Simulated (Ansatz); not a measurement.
**Two Ansatz runs on SiPb**

The cell is built from the wurtzite type as a first guess.

First run: DFT, PBE, PAW with Ansatz's default frozen-core files, scalar-relativistic (Ansatz 0.2.0).

Command: `ansatz run input.yaml --threads 1 --pin off --max-ram 3072MiB --backend cpu --events-out ev --progress --plain --runs-dir out` The run took 84 s on 1 thread of Arm Neoverse V1 (shared host).

```yaml
crystal:
  lattice:
    - [4.5558582445, 0.0, 0.0]
    - [-2.2779291223, 3.9454889758, 0.0]
    - [0.0, 0.0, 7.4260489385]
  atoms:
    - { symbol: Pb, position: [0.3333333333, 0.6666666667, 0.0] }
    - { symbol: Pb, position: [0.6666666667, 0.3333333333, 0.5] }
    - { symbol: Si, position: [0.3333333333, 0.6666666667, 0.376] }
    - { symbol: Si, position: [0.6666666667, 0.3333333333, 0.876] }
kpoints:
  mp_grid: { grid: [10, 10, 6] }
scf:
  occupations: { method: fermi_dirac, width: 0.03 }
hamiltonian:
  xc: pbe
  pseudopotentials: { kind: paw }
output:
  forces: true
  stress: true
relax:
  f_tol: 0.005
  max_steps: 80
  cell: {}
```

Result: converged; relaxed volume 30.909 Å³/atom; 35 SCF iterations in all.

Spin–orbit coupling is left out, though it moves levels of the heavy atoms by tenths of an eV or more.

The input is then changed:

```diff
@@ -13,4 +13,5 @@
 scf:
   occupations: { method: fermi_dirac, width: 0.03 }
+  algorithm: direct_min
 hamiltonian:
   xc: pbe
```

Task: Predict the outcome of the changed run.

Result: It converged; energy at zero smearing 0.0 meV/atom from the first run; relaxed volume 30.909 Å³/atom; 27 SCF iterations in all.
